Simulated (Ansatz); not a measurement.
## ZnS: what the electron mass says about interband coupling

Level of theory: DFT r2SCAN, scalar-relativistic, plane waves, PAW in Ansatz 0.2.0.

Settings: cutoff 500 eV, Γ-centred mesh 6×6×2 on the computed 8-atom cell, Gaussian smearing of 0.02 eV; no spin polarisation.

Relaxed cell: P6_3mc, a = 3.809 Å, b = 3.809 Å, c = 12.466 Å, α = 90.00°, β = 90.00°, γ = 120.00°, 8 atoms in the primitive cell.

The direct gap at Γ is 2.741 eV, and at Γ the conduction band has a mass of 0.2001 mₑ and the lightest hole 0.1915 mₑ, both along y.

Problem. Use two-band k·p theory to get the Kane energy. As an exercise, what mass follows if the true gap is 1.5 times the computed one (semilocal functionals can miss by more, threefold or worse in zinc and cadmium oxides)?

Solution. Coupling to the valence top alone gives mₑ/m* = 1 + E_P/E_g, so E_P = E_g (mₑ/m* − 1) = 2.741 × (5.00 − 1) = 11.0 eV. The light hole is the mirror band, mₑ/mₗₕ = E_P/E_g − 1, and gives 17.1 eV; the spread shows what other bands add. Fits to experiment give about 15 to 31 eV for common tetrahedral semiconductors; the figure from the electron is a net one, lowered by higher conduction bands, and semilocal functionals tend to give less. With E_P fixed and E_g = 4.11 eV the mass becomes 0.273 mₑ: in this model the mass grows with the gap, in proportion where E_P ≫ E_g, which is why functionals that close gaps give light electrons. A correction that opens the gap also strengthens the coupling, so the true mass usually rises less. Remote bands and spin-orbit splitting are left out of the model.